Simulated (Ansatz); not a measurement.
According to r²SCAN in the plane-wave PAW code Ansatz, AlPt$_{3}$C in the anti-perovskite structure (Pm-3m) relaxes to a = 4.152 Å. Al has 12 nearest neighbours from 2.94 Å (cuboctahedral); C has 6 nearest neighbours from 2.08 Å (octahedral). Against the elements it lies at 0.21 eV/atom, with no fitted shifts.

Electronic character: metallic (no gap). Gap from r²SCAN with spin–orbit coupling: none (metallic).

An equation-of-state fit gives a bulk modulus of 221 GPa.

The start of the workflow was typed in or built on a structure type; neither database checked (COD, Materials Project) lists it. Its standing as an ambient phase is unchecked. The cell was relaxed with r²SCAN under the symmetry of its start; whether a distortion lowers the energy is not shown. No spin polarisation was allowed. Its formation energy is positive at this level, so the cell may be metastable or incomplete. The references are the lowest solids computed at this level, not always the standard phases. Spin–orbit coupling is left out wherever it is not named.

Potentials: the earlier of the program's two PAW sets.
